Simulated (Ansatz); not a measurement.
Starting cell, Ru (hcp, Mg type):

```yaml
crystal:
  lattice:
    - [2.70456, 0.00000, 0.00000]
    - [-1.35228, 2.34222, 0.00000]
    - [0.00000, 0.00000, 4.26009]
  atoms:
    - { symbol: Ru, position: [0.33333, 0.66667, 0.75000] }
    - { symbol: Ru, position: [0.66667, 0.33333, 0.25000] }
```

Scan: atom 1 (Ru, nearest neighbour Ru at 2.641 Å; its periodic images, 2.7 Å or more away, move with it) is displaced along Cartesian z, direction (0.000, 0.000, 1.000) in Cartesian axes, by s. The other atoms stay.

These are r2SCAN (plane waves to 500 eV, PAW, scalar-relativistic; Ansatz, a program for electronic structure) values and carry that method's errors. k mesh 16×16×9 (Γ-centred), Fermi-Dirac smearing 0.05 eV. E stands for the smeared free energy. With partly filled bands, energies and forces of such displacements shift with the k mesh and the smearing. Ru is run without spin polarisation. Ru was relaxed with its symmetry unable to fall. ΔE is measured from the undisplaced structure. The last digit holds for this mesh only.

| s (Å) | ΔE (meV/cell) |
|---|---|
| -0.530 | 2461.7 |
| -0.424 | 1426.0 |
| -0.318 | 733.4 |
| -0.212 | 298.8 |
| -0.106 | 70.0 |
| 0.000 | 0.0 |
| 0.106 | 70.0 |
| 0.212 | 298.8 |
| 0.318 | 733.4 |
| 0.424 | 1426.0 |
| 0.530 | 2461.7 |

Problem. What force constant k = d²E/ds² at s = 0 does the table give?

Solution. 12 eV/Å². It is the second difference of the nearest points, corrected with the next pair.

Problem. With k = 12.15 eV/Å² from the forces, is the well harmonic out to s = 0.530 Å?

Solution. ½ks² = 1706 meV/cell against the computed 2462 meV/cell, so the well is stiffer than harmonic there.

(A displaced cell: forces are minus the slopes of the energy, force constants its curvatures, and phonons follow from these.)
